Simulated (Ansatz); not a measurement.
The numbers come from plane-wave PAW DFT (Ansatz): r2SCAN, no spin polarisation, 500 eV, 11×11×9 Γ-centred k points, fermi-dirac occupations (width 0.1 eV). Nothing was relaxed.

Computed maps in the lattice plane spanned by a (left to right, 3.44 Å, 10 points from zero) and b (bottom to top, 3.44 Å, 10 points from zero), 60° apart, at height 0.500 along c. The fields are smooth PAW ones with compensation charges, not the true ones near nuclei.

Valence density. Digits on a logarithmic scale: 0 up to 0.03 e/Å³, each further digit a factor of 1.6, 9 from 1.3 e/Å³ up:
```
2235677653
4345677765
5555676676
7666777677
7777777777
7776777666
5676676555
4567776543
2356776532
2245777542
```

Question: The cell is SrB2. Which atoms lie within 0.2 Å of this plane, and where (fractions of a and b)?

Answer: B at (0.33, 0.33), B at (0.67, 0.67). The whole cell:
```xyz
3
Lattice="1.7211 2.9811 0.0000 -1.7211 2.9811 0.0000 0.0000 0.0000 3.9601" Properties=species:S:1:pos:R:3 pbc="T T T"
B    -0.0002    1.9875    1.9800
B    -0.0002    3.9747    1.9800
Sr    0.0000    0.0000    0.0000
```

Origin: a known structure type with other elements, at an estimated volume, so it need not be a known compound.
